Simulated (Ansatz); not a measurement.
Given:

Si (diamond, space group No. 227), a = b = c = 5.434 Å, α = β = γ = 90.00°; the cell used has 2 atoms.

This is the PBEsol-relaxed structure.

Q: All from the program Ansatz at the PBEsol level (PAW), unless another level is named. Estimate the smallest direct gap on the standard path.

A: 2.52 eV.

Q: Next, the band gap?

A: 0.46 eV (indirect).

Q: Give the valence-band maximum.

A: at Γ.

Q: Next, the conduction-band minimum?

A: on the Γ–X line, 84 % of the way from Γ (6 equivalent valleys).

Space group Fd-3m (diamond). Symmetry was held in the PBEsol relaxation.

Potentials: the later of the program's two PAW sets.
